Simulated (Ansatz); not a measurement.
Cu:
```
Cu
1.0
   -2.28400     2.28400     1.20616
    2.28400    -2.28400     1.20616
    2.28400     2.28400    -1.20616
Cu
2
Direct
  0.75000   0.25000   0.50000
  0.00000   0.00000   0.00000
```

Relaxed with r²SCAN. Special points in fractions of this cell's reciprocal vectors: Γ (0.000, 0.000, 0.000); X (0.000, 0.000, 0.500); M (-0.500, 0.500, 0.500); Z (0.320, 0.320, -0.320); Z0 (-0.320, 0.680, 0.320); P (0.250, 0.250, 0.250); N (0.000, 0.500, 0.000).

Problem. List the band energies nearest the Fermi level at these points for DFT-r²SCAN in the program Ansatz with PAW potentials.

Solution. In eV from the Fermi level; about four levels below and three above (degenerate sets whole), none deeper than 8.9 eV; … stands for higher levels left out; points with the same levels are listed once.

```tsv
k	below	above
Γ	-2.05 -2.05 -1.55 -1.07	5.07 5.07 …
X	-1.81 -1.81 -1.66 -1.66	…
M	-1.97 -1.97 -1.57 -1.57	…
Z	-2.60 -2.60 -1.95 -1.66	3.50 3.82 …
P	-1.95 -1.95 -1.55 -1.55	2.35 2.35 …
N	-2.17 -2.04 -1.67 -1.56	0.34 3.14 6.68
```

Space group I4_1/amd (β-Sn type). The cell is a constructed one: a structure type filled with these elements; neither database checked (COD, Materials Project) lists it. It is not the phase usual at ambient conditions (space group No. 225). The cell was relaxed with r²SCAN under the symmetry of its start; of distortions, only those at the zone centre were tested. The run is not spin-polarised.

Potentials: the later of the program's two PAW sets.
